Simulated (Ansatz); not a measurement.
The start is a generated cell, Te2Mo placed in the AFLOW prototype AB2_hP9_180_d_j (C40, as in CrSi2). Cell shape, volume and atoms are optimised at zero target pressure with r2SCAN (plane waves to 500 eV, PAW, scalar-relativistic; Ansatz, a first-principles code). The first steps use a coarse 5×5×3 k-mesh.

Starting cell:
```yaml
crystal:
  lattice:
    - [6.11590, 0.00000, 0.00000]
    - [-3.05795, 5.29652, 0.00000]
    - [0.00000, 0.00000, 8.79630]
  atoms:
    - { symbol: Mo, position: [0.50000, 0.00000, 0.00000] }
    - { symbol: Mo, position: [0.50000, 0.50000, 0.33333] }
    - { symbol: Mo, position: [0.00000, 0.50000, 0.66667] }
    - { symbol: Te, position: [0.16559, 0.33118, 0.00000] }
    - { symbol: Te, position: [0.83441, 0.16559, 0.33333] }
    - { symbol: Te, position: [0.66882, 0.83441, 0.66667] }
    - { symbol: Te, position: [0.83441, 0.66882, 0.00000] }
    - { symbol: Te, position: [0.16559, 0.83441, 0.33333] }
    - { symbol: Te, position: [0.33118, 0.16559, 0.66667] }
```

Problem. What pressure does the first self-consistent step give?

Solution. -14.9 GPa (negative: the cell is under tension).

Problem. What is the largest force in the starting geometry, and on which atom (counted from 1)?

Solution. 0.43 eV/Å, on Te4, Te5, Te6, Te7, Te8, Te9 (atoms numbered as listed).

Problem. How do the shortest distances between atoms change?

Solution. The closest pairs of elements (up to four, under 3.6 Å), start → end: Mo–Te 3.43 → 2.96 Å; Te–Te 3.42 → 2.96 Å.

Problem. What band gap does the relaxed structure have at this level?

Solution. Zero (metallic).

The space group stays P6₂22 (No. 180) (the run could not lower it); the end is AFLOW prototype AB2_hP9_180_d_j (C40, as in CrSi2), with 9 atoms in the primitive cell. Final values are on a 10×10×6 k-mesh of the relaxed cell. The relaxed cell holds bonded Te–Te pairs (2.96 Å). No spin polarisation in the result. A magnetic state may lie lower.

The run could not lose the symmetry of its start, so the end can be a saddle point.

The relaxed structure here is a generated cell of Te2Mo: the first start was made by placing the elements on the sites of a structure type, and the end was not matched to a known phase here, so it may be hypothetical. Known forms of Te2Mo include space group No. 194.
